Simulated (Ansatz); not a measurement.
NbIr$_{3}$ in space group P6_3/mmc (No. 194; Nb on 2d, Ir on 6h), the program Ansatz at the PBEsol level (PAW), all energies at zero smearing, with the estimated change up to a 700 eV cutoff added, with one set of potentials and settings (totals compare only within such a set). Cell of 8 atoms (2 Nb, 6 Ir): -79790.171 eV.

| element | reference phase | E (eV/atom) |
|---|---|---|
| Nb | Im-3m, 1 atoms in the cell | -4495.4542 |
| Ir | Fm-3m, 1 atoms in the cell | -11799.0386 |

Formation energy per atom, worked out: (-79790.171 − 2×(-4495.4542) − 6×(-11799.0386))/8 = -0.629 eV/atom (-61 kJ per mol of atoms), at 0 K, without zero-point energy or fitted corrections.

The first step of the workflow began from a Materials Project structure, measured or hypothetical; the Crystallography Open Database copy checked does not list it. COD files the formula under space group No. 221. Whether it is the stable phase at ambient conditions was not checked. Symmetry was held in the PBEsol relaxation; whether a distortion lowers the energy is not shown. No spin polarisation was allowed. The references are the lowest solids computed at this level, not always the standard phases. Spin–orbit coupling is left out wherever it is not named.

Potentials: the later of the program's two PAW sets.
